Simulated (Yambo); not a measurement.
Yambo run on C (space group C2/m, No. 12, within 0.06 Å of R-3m). The wavefunctions come from this Quantum ESPRESSO step (PBEsol, PseudoDojo standard norm-conserving files, scalar-relativistic):

```
&CONTROL
  calculation = 'nscf'
  pseudo_dir = './pseudo'
  outdir = './out'
/
&SYSTEM
  ibrav = 0
  nat = 2
  ntyp = 1
  ecutwfc = 82.0
  ecutrho = 328.0
  occupations = 'fixed'
  force_symmorphic = .true.
  nbnd = 69
/
&ELECTRONS
  conv_thr = 2e-09
  diago_full_acc = .true.
  diago_thr_init = 1e-08
/
ATOMIC_SPECIES
C 12.0110 C.upf
CELL_PARAMETERS angstrom
  2.134333500000  -1.232251463000  -0.005545194000
  2.134333500000   1.232251463000  -0.005545194000
 -1.392963119000   0.000000000000   3.383474837000
ATOMIC_POSITIONS crystal
C   0.833366908300   0.833366908300   0.000088743900
C   0.166633091700   0.166633091700   0.999911256100
K_POINTS automatic
6 6 4 0 0 0
```

Yambo input:

```
rim_cut
gw0
dyson
el_el_corr
HF_and_locXC
ppa
em1d
RandQpts= 1000000
RandGvec= 1 Ry
EXXRLvcs= 82 Ry
VXCRLvcs= 328 Ry
Chimod= "HARTREE"
% BndsRnXp
 1 | 68 |
%
NGsBlkXp= 14 Ry
% LongDrXp
 1.0 | 1.0 | 1.0 |
%
PPAPntXp= 27.2114 eV
% GbndRnge
 1 | 68 |
%
GTermKind= "BG"
DysSolver= "n"
ExtendOut
% QPkrange
 1 | 1 | 4 | 5 |
 12 | 12 | 4 | 5 |
 14 | 14 | 4 | 5 |
 42 | 42 | 4 | 5 |
 44 | 44 | 4 | 5 |
 45 | 45 | 4 | 5 |
 47 | 47 | 4 | 5 |
%
```

k points by index: 1 = Γ, 12 = (0, -0.5, 0), 14 = (0, -0.5, -0.5), 42 = (0.333, -0.333, 0), 44 = (0.333, -0.333, -0.5), 45 = (-0.5, -0.5, 0), 47 = (-0.5, -0.5, -0.5).

Table of the .qp output:

```
#    K-point    Band    Eo [eV]    E [eV]    E-Eo [eV]    Vxc [eV]    Vnlxc [eV]    Sc|Eo [eV]    Sc|E [eV]    dSc/dw|Eo [eV]    Re(Z)    Im(Z)
#
    1    4    -2.654405    -3.196303    -0.541899    -17.27231    -21.14140    3.174213    3.327191    -7.679762    0.779891    -0.001572
    1    5    4.309463    4.083473    -0.225990    -7.905919    -3.594570    -4.584949    -4.537339    -5.735249    0.825922    -0.966090E-3
    12    4    -1.695213    -1.919291    -0.224078    -14.07939    -15.83078    1.461597    1.527311    -7.977997    0.773283    -0.974181E-3
    12    5    2.306644    2.485830    0.179186    -13.60202    -8.985076    -4.387699    -4.437763    -7.598020    0.781722    -0.001452
    14    4    -2.419248    -2.718053    -0.298806    -13.49768    -15.70658    1.821865    1.910101    -8.032385    0.772087    -0.001666
    14    5    1.578294    1.678665    0.100371    -12.74598    -8.476769    -4.142139    -4.168836    -7.230680    0.790060    -0.001327
    42    4    0.000000    -0.057725    -0.057725    -13.69026    -13.61033    -0.153720    -0.137649    -7.571579    0.782317    -0.001322
    42    5    0.630041    0.673100    0.043059    -14.18304    -11.21493    -2.912855    -2.925045    -7.693679    0.779580    -0.001330
    44    4    -0.036873    -0.097771    -0.060898    -13.64275    -13.56459    -0.155989    -0.139062    -7.559536    0.782588    -0.001321
    44    5    0.623328    0.666187    0.042859    -14.20326    -11.24813    -2.900123    -2.912266    -7.700010    0.779439    -0.001331
    45    4    -2.392201    -2.689236    -0.297035    -13.51772    -15.71631    1.814251    1.901551    -7.995025    0.772907    -0.001418
    45    5    1.608207    1.712903    0.104696    -12.77366    -8.487821    -4.153275    -4.181139    -7.235527    0.789949    -0.001297
    47    4    -1.725324    -1.952248    -0.226924    -14.05258    -15.81745    1.471591    1.537947    -7.954293    0.773803    -0.001369
    47    5    2.269435    2.446964    0.177529    -13.56110    -8.962377    -4.371868    -4.421197    -7.556772    0.782650    -0.001330
```
(The two width columns are left out.) Convergence of these settings isn't established.

Geometry relaxed with PBE+D3(BJ).

This is not the ordinary phase of the substance; no match was found in the copy of COD used, and its stability was not checked.
